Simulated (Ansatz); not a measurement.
A distorted cell of BN (h-BN type, space group P6_3/mmc):

```
BN
1.0
    2.50046     0.00000     0.00000
   -1.25023     2.16546     0.00000
    0.00000     0.00000     6.41170
B N
2 2
Direct
  0.33333   0.66667   0.25000
  0.66667   0.33333   0.75000
  0.33333   0.66667   0.75000
  0.55961   0.25496   0.25000
```

All values below come from PBEsol-D3(BJ) (plane waves to 420 eV, PAW, scalar-relativistic; Ansatz, a quantum-chemistry and plane-wave program). k mesh 12×12×4 (Γ-centred), Fermi-Dirac smearing 0.05 eV. E stands for the smeared free energy. Compression counts positive. BN was relaxed with its symmetry unable to fall.

### Question
Predict the force on every atom, in eV/Å.

### Answer
```
atom      Fx      Fy     Fz
----  ------  ------  -----
B1    -3.247  -7.343  0.000
B2    -0.007  -0.001  0.000
N3     0.007  -0.021  0.000
N4     3.247   7.365  0.000
```

### Question
What is the stress tensor (GPa)?

### Answer
```
    1.8     -8.1      0.0
   -8.1     26.8      0.0
    0.0      0.0      0.0
```
The pressure, a third of the trace, is 9.5 GPa.

### Question
In it atom 4 sits (-0.170, -0.170, 0.000) Å away from its relaxed site. What is its energy relative to the relaxed cell?

### Answer
1008 meV/cell.

(For displaced atoms, the force is minus the slope of the energy, and its curvature is a force constant, which sets phonon frequencies.)
